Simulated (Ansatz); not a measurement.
TiOs (CsCl type, Pm-3m) at seven volumes, r²SCAN in the plane-wave PAW code Ansatz, scaled uniformly. One row is withheld.

```json
[
 {"V (Å³/atom)": "13.298", "P (GPa)": "30.31"},
 {"V (Å³/atom)": "13.737", "P (GPa)": "?"},
 {"V (Å³/atom)": "14.175", "P (GPa)": "8.55"},
 {"V (Å³/atom)": "14.614", "P (GPa)": "0.00"},
 {"V (Å³/atom)": "15.052", "P (GPa)": "-7.29"},
 {"V (Å³/atom)": "15.490", "P (GPa)": "-13.51"},
 {"V (Å³/atom)": "15.929", "P (GPa)": "-18.80"}
]
```

Task: Fit the shown pressures and predict the withheld one.

Result: P = (3/2)B₀(x^(7/2) − x^(5/2))[1 + (3/4)(B′ − 4)(x − 1)] with x = (V₀/V)^(2/3). Least squares on the six rows gives V₀ = 14.614 Å³/atom, B₀ = 262 GPa, B′ = 4.28. At V = 13.737, x = 1.0421 and P = 18.51 GPa. The run itself gave 18.59 GPa.

The workflow started from an entry of the Crystallography Open Database (COD). Its standing as an ambient phase is unchecked. Symmetry was held in the r²SCAN relaxation; its stability against distortions is not shown here. No spin polarisation was allowed. Scalar-relativistic: spin–orbit coupling is off unless named, which matters more the heavier the elements.

Potentials: the later of the program's two PAW sets.
